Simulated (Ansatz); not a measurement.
GaAs:
```cif
data_As6Ga6
_chemical_formula_sum 'Ga6 As6'
_space_group_name_H-M_alt 'Pm-3n'
_space_group_IT_number 223
_space_group_name_Hall '-P 4n 2 3'
_cell_length_a 6.98794
_cell_length_b 6.98794
_cell_length_c 6.98794
_cell_angle_alpha 90.000
_cell_angle_beta 90.000
_cell_angle_gamma 90.000
loop_
_atom_site_label
_atom_site_type_symbol
_atom_site_symmetry_multiplicity
_atom_site_Wyckoff_symbol
_atom_site_fract_x
_atom_site_fract_y
_atom_site_fract_z
_atom_site_occupancy
Ga1 Ga 6 c 0.00000 0.50000 0.25000 1
As1 As 6 d 0.00000 0.25000 0.50000 1
```

Relaxed with r²SCAN.

Task: Tabulate the valence density and the electron localisation function along the shortest Ga–As contact (2.47 Å), r²SCAN in the plane-wave PAW code Ansatz.

Result: 

```tsv
distance from Ga (Å)	density (e/Å³)	ELF
0.25	26.70	0.02
0.37	12.04	0.03
0.49	4.52	0.07
0.62	1.75	0.15
0.74	0.90	0.24
0.86	0.60	0.30
0.99	0.49	0.40
1.11	0.47	0.59
1.24	0.49	0.74
1.36	0.55	0.79
1.48	0.65	0.77
1.61	0.84	0.73
1.73	1.37	0.66
1.85	2.85	0.53
1.98	6.34	0.36
2.10	12.85	0.21
2.22	21.89	0.15
```

The density is the valence pseudo-density with augmentation charge, so density and ELF within about 1 Å of a nucleus are not all-electron values.

The start of the workflow was typed in or built on a structure type; neither database checked (COD, Materials Project) lists it. It is not the phase usual at ambient conditions (space group No. 216). Symmetry was held in the r²SCAN relaxation; whether a distortion lowers the energy is not shown. The volume moved by 22 % from the start of the relaxation.

Potentials: the later of the program's two PAW sets.
